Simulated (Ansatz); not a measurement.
A generator proposed this cell of GaSnAs.

Space group P-6m2 (No. 187). a = 4.364 Å, b = 4.364 Å, c = 4.383 Å, α = 90.00°, β = 90.00°, γ = 120.00°
| atom | site | symmetry | x | y | z |
| --- | --- | --- | --- | --- | --- |
| Ga | 1b | -6m2 | 0.0000 | 0.0000 | 0.5000 |
| Sn | 1e | -6m2 | 0.6667 | 0.3333 | 0.0000 |
| As | 1d | -6m2 | 0.3333 | 0.6667 | 0.5000 |

The calculation used DFT PBE, scalar-relativistic, plane waves, PAW (Ansatz 0.2.0). Settings: cutoff 420 eV, Γ-centred mesh 6×6×4 on the computed 3-atom cell, Gaussian smearing of 0.10 eV; no spin polarisation.

Formation energies are uncorrected and refer to the elements' standard structures at the same level. The references include grey tin.

Question: What does a single point on this coarse mesh give?

Answer: The pressure is 1.6 GPa (the mean over three directions, positive in compression), the largest force is 0.00 eV/Å (symmetry fixes the atoms), and the energy is +0.18 eV/atom against the elements. The shortest distance is 2.52 Å.

Question: How much does it gain on relaxing, and where does it end?

Answer: Relaxing gains under 0.1 eV/atom (the start's value is from the coarse mesh, so the gain is rough) in 5 ionic steps and ends at +0.13 eV/atom on the finer mesh. The symmetry stays P-6m2 (No. 187). The volume per atom shrinks by 1.7 %, from 24.1 to 23.7 Å³. The shortest distance goes from 2.52 Å (Ga–As) to 2.62 Å (Ga–As). The ratio c/a of the conventional cell changes by a factor of 0.88. Conventional cell: a = 4.530 Å, c = 4.000 Å. Ga is surrounded by 3 As at 2.62 Å and 6 Sn at 3.29 Å; around Sn lie 6 As at 3.29 Å and 6 Ga at 3.29 Å; As is surrounded by 3 Ga at 2.62 Å and 6 Sn at 3.29 Å.

The last run used a 12×12×10 mesh (in the run's order of axes) for its 3-atom cell and Gaussian smearing of 0.10 eV. The reference form of As is held partly by dispersion forces, which this level lacks. The relaxation can't lower the symmetry of the start. A structure relaxed within its symmetry needn't be a true minimum.
